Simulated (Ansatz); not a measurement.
Starting cell, Ca$_{2}$Si (space group Pnma):

```xyz
12
Lattice="7.2725 0.0000 0.0000 0.0000 4.7491 0.0000 0.0000 0.0000 8.8145" Properties=species:S:1:pos:R:3 pbc="T T T"
Ca     2.4618     3.5618     0.6627
Ca     4.8106     1.1873     8.1518
Ca     1.1744     1.1873     5.0699
Ca     6.0981     3.5618     3.7446
Ca     0.1360     1.1873     1.6307
Ca     7.1365     3.5618     7.1838
Ca     3.5003     3.5618     6.0379
Ca     3.7722     1.1873     2.7766
Si     5.4576     1.1873     5.3141
Si     1.8149     3.5618     3.5004
Si     5.4511     3.5618     0.9069
Si     1.8214     1.1873     7.9076
```

A phonon eigenvector at Γ is frozen into this cell: atom i moves by Q times the vector below, so Q is the largest atomic displacement, in Å. The cell is held.

```csv
atom,x,y,z
Ca1,-0.350,0.000,0.210
Ca2,0.350,0.000,-0.210
Ca3,0.350,0.000,0.210
Ca4,-0.350,0.000,-0.210
Ca5,0.194,0.000,-0.404
Ca6,-0.194,0.000,0.404
Ca7,-0.194,0.000,-0.404
Ca8,0.194,0.000,0.404
Si9,0.990,0.000,0.143
Si10,-0.990,0.000,-0.143
Si11,-0.990,0.000,0.143
Si12,0.990,0.000,-0.143
```

Method: LDA (plane waves to 420 eV, PAW, scalar-relativistic; Ansatz, an electronic-structure program). k mesh 4×6×3 (Γ-centred), Fermi-Dirac smearing 0.05 eV. E stands for the smeared free energy. Ca2Si was relaxed with its symmetry unable to fall. ΔE is measured from the undisplaced structure.

```tsv
Q (Å)	ΔE (meV/cell)
-0.1000	106.8
-0.0833	74.1
-0.0667	47.4
-0.0500	26.7
-0.0333	11.9
-0.0167	3.0
0.0000	0.0
0.0167	3.0
0.0333	11.8
0.0500	26.6
0.0667	withheld
0.0833	73.8
0.1000	106.2
```

Question: Fit a polynomial form (powers 2, 3, 4) to the given rows and predict ΔE at Q = 0.0667.

Answer: Least squares on the 12 given rows: ΔE = (10660)·Q² + (-282.4)·Q³ + (-897.1)·Q⁴, in meV/cell with Q in Å; root-mean-square residual 0.04 meV/cell. At 0.0667 the fit gives 47.3 meV/cell; the calculation gives 47.2 meV/cell, so the interpolation is off by 0.1 (+0.2 %). The quadratic term alone would give 47.4 meV/cell.

(For displaced atoms, the force is minus the slope of the energy, and its curvature is a force constant, which sets phonon frequencies.)
